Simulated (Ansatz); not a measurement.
Relaxed-ion elastic tensor of Ge in space group Fd-3m (No. 227; Ge on 16d) in GPa (Voigt order), DFT-r²SCAN in the program Ansatz with PAW potentials; density 4.58 g/cm³, 26.34 Å³ per atom.

|  | 1 | 2 | 3 | 4 | 5 | 6 |
|---|---|---|---|---|---|---|
| 1 | 53.7 | 46.4 | 46.4 | 0.0 | 0.0 | 0.0 |
| 2 | 46.4 | 53.7 | 46.4 | 0.0 | 0.0 | 0.0 |
| 3 | 46.4 | 46.4 | 53.7 | 0.0 | 0.0 | 0.0 |
| 4 | 0.0 | 0.0 | 0.0 | 36.1 | 0.0 | 0.0 |
| 5 | 0.0 | 0.0 | 0.0 | 0.0 | 36.1 | 0.0 |
| 6 | 0.0 | 0.0 | 0.0 | 0.0 | 0.0 | 36.1 |

Problem. Is the crystal mechanically stable?

Solution. Yes: the smallest eigenvalue of C is 7.3 GPa.

Problem. Work out the Voigt, Reuss and Hill averages.

Solution. K_V = 48.8, K_R = 48.8, K_H = 48.8; G_V = 23.1, G_R = 7.9, G_H = 15.5 GPa.

Problem. Give Young's modulus, Poisson's ratio, Pugh's ratio and the universal anisotropy index.

Solution. E = 9KG/(3K + G) = 42.0 GPa; ν = 0.36; K/G = 3.15 (ductile by the Pugh limit of 1.75); A_U = 5G_V/G_R + K_V/K_R − 6 = 9.65.

Problem. Estimate the sound speeds and the Debye temperature.

Solution. v_l = √((K + 4G/3)/ρ) = 3900 m/s, v_t = √(G/ρ) = 1840 m/s, mean 2070 m/s; Θ = (h/k)(3n/4πV)^(1/3) v_m = 207 K.

Problem. Give the Zener ratio and Young's modulus along [100], [110] and [111].

Solution. A = 2C44/(C11 − C12) = 9.94; 1/E = S11 − 2(S11 − S12 − S44/2)Γ with Γ = 0, 1/4, 1/3 gives 10.6, 31.1, 86.9 GPa.

Problem. Solve the Christoffel equation for the three sound speeds along [100], [110], [111].

Solution. Eigenvalues of C_ijkl n_j n_l equal ρv². In km/s, slowest first: [100] 2.81, 2.81, 3.42; [110] 0.89, 2.81, 4.34; [111] 1.78, 1.78, 4.60.

The workflow started from an entry of the Crystallography Open Database (COD). Its sites differ from those of the usual phase in this space group: another stacking or structure type. The r²SCAN relaxation kept the symmetry of its start; of distortions, only those at the zone centre were tested, and some modes there are weakly imaginary. The volume moved by 134 % from the start of the relaxation. As this level gives no gap, shear constants depend on the k-mesh and smearing (Fermi–Dirac, 0.1 eV here).

Potentials: the later of the program's two PAW sets.
